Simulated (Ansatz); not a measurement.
Below is a relaxed structure of YPdF₅. The cell was found from a structure generator's guess, not taken from experiment.

These are results of DFT PBE, scalar-relativistic, plane waves, PAW in Ansatz, not measurements. Cutoff 420 eV, Γ-centred mesh, Gaussian smearing, collinear spin.

```xyz
7
Lattice="-2.7897 2.7897 2.8320 2.7897 -2.7897 2.8320 2.7897 2.7897 -2.8320" Properties=species:S:1:pos:R:3 pbc="T T T"
Y     2.7897    0.0000    1.4160
Pd    0.0000    2.7897    1.4160
F     1.5800    1.5800    0.0000
F     1.2096    1.2096    2.8320
F    -1.2096    1.2096    2.8320
F     1.2096   -1.2096    2.8320
F     0.0000    0.0000    0.0000
```

The zero of energy is the elements' standard structures at the same level (F₂ as a molecule); no fitted shifts are applied.

Q: Find its symmetry and describe it.

A: I-4m2 (No. 119). Conventional cell: a = 5.579 Å, c = 5.664 Å. Around Y lie 8 F at 2.44 Å, 2 Pd at 2.83 Å and 4 F at 3.13 Å; Pd is surrounded by 8 F at 2.44 Å, 2 Y at 2.83 Å and 4 F at 3.13 Å; F on a site of symmetry 2 is surrounded by 1 F at 2.23 Å, 2 F at 2.42 Å, 2 Pd at 2.44 Å and 2 Y at 2.44 Å; around F on a site of symmetry -4m2 lie 4 F at 2.23 Å, 4 Pd at 3.13 Å and 4 Y at 3.13 Å.

Q: How far does it lie from the elements in energy?

A: −2.03 eV/atom. A negative formation energy is needed for stability but isn't enough: competing phases decide.

Q: Is it a metal?

A: Yes, bands cross the Fermi level on the 10×10×10 mesh.

Q: Which magnetic moments does it keep?

A: 0.29 μB per atom net, the space between the atoms included; by site: Pd 1.0; F 0.1 (×4), 0.4 μB.

The last run used collinear spin, a 10×10×10 mesh for its 7-atom cell and Gaussian smearing of 0.10 eV. Another magnetic order may lie lower. A structure relaxed within its symmetry needn't be a true minimum.
